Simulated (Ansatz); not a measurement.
# Two inputs for CdS with Cl replacing S

Cell: a supercell of CdS (zinc blende type, F-43m) built from a structure deposited in the COD, with all atoms left at the host's positions.

```cif
data_Cd27S26Cl
_symmetry_space_group_name_H-M 'F-43m'
_symmetry_Int_Tables_number 216
_cell_length_a 17.4990
_cell_length_b 17.4990
_cell_length_c 17.4990
_cell_angle_alpha 90.000
_cell_angle_beta 90.000
_cell_angle_gamma 90.000
loop_
_atom_site_label
_atom_site_type_symbol
_atom_site_symmetry_multiplicity
_atom_site_Wyckoff_symbol
_atom_site_fract_x
_atom_site_fract_y
_atom_site_fract_z
Cd1 Cd 16 e 0.4167 0.0833 0.4167
Cd3 Cd 24 g 0.7500 0.0833 0.7500
Cd5 Cd 48 h 0.7500 0.9167 0.5833
Cd14 Cd 4 d 0.7500 0.7500 0.7500
Cd18 Cd 16 e 0.0833 0.5833 0.9167
Cl Cl 4 a 0.5000 0.0000 0.5000
S29 S 48 h 0.6667 0.0000 0.6667
S32 S 16 e 0.8333 0.8333 0.6667
S36 S 16 e 0.1667 0.6667 0.8333
S42 S 24 f 0.0000 0.6667 0.0000
```

One atom of each set is listed; the run and its k-mesh use a cell of 54 atoms with edges of 12.37, 12.37, 12.37 Å.

Reference run. Method: Kohn–Sham DFT in Ansatz, PBE, plane waves and PAW, scalar-relativistic, 420 eV cutoff, Γ-centred 2×2×2 k-points, Fermi–Dirac smearing 0.01 eV, cell charge +1.

Problem. The input is changed as follows: `hamiltonian.xc`: pbe → rpbe; `scf.mixing.preconditioner`: not typed → resta. What happens to V_zz (10²¹ V/m²) and η?

Solution. 

```
site  V_zz reference  η reference  V_zz changed  η changed
 Cd1            9.89         0.00         10.03       0.00
 Cd3           -0.92         0.24         -0.92       0.24
 Cd5            0.56         0.93          0.57       0.91
Cd18           0.096         0.00         0.098       0.00
  Cl            0.00            –          0.00          –
 S29            1.98         0.10          1.95       0.10
 S32           -0.37         0.00         -0.36       0.00
 S36           -0.43         0.00         -0.43       0.00
 S42           -0.19         0.19         -0.19       0.16
```

The largest change of V_zz is on Cd1, from 9.89 to 10.03. In per cent, |V_zz| changes by 0 to +3 on Cd, -1 on S (all sites that start above 0.5). Other sites without a gradient aren't listed. SCF iterations: 8 and 8.

On the reference run: The defect repeats with the cell of 54 atoms, so it feels its images: sites between two images don't show the values beside a lone defect, and zeros or small values of η there can come from the images' arrangement. A uniform background compensates the cell's charge. Without spin–orbit coupling (the program notes it for Cd) the gradients can shift somewhat, as the gap is small. The neighbours have not yet relaxed around the defect (largest force 1.3 eV/Å), so a real crystal will differ.
